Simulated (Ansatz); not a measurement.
WSe2:
```
WSe2
1.0
    3.30225     0.00000     0.00000
   -1.65112     2.85983     0.00000
    0.00000     0.00000    13.22462
W Se
2 4
Direct
  0.66667   0.33333   0.75000
  0.33333   0.66667   0.25000
  0.33333   0.66667   0.87578
  0.66667   0.33333   0.12422
  0.66667   0.33333   0.37578
  0.33333   0.66667   0.62422
```

Relaxed with r²SCAN+D4.

Q: Give the Bader charges and basin volumes of the independent atoms, plane-wave PAW r²SCAN+D4 (Ansatz code).

A: 

| atom | Bader charge (e) | Bader volume (Å³) |
|---|---|---|
| W1 | +1.18 | 14.2 |
| Se3 | -0.59 | 24.1 |

Space group P6_3/mmc. The cell was relaxed with r²SCAN+D4 under the symmetry of its start. No spin polarisation was allowed. Spin–orbit coupling is left out wherever it is not named.

Potentials: the earlier of the program's two PAW sets. The files were generated under PBE; for other functionals the program regenerates the frozen cores, and for LDA and PBEsol the local potential too.
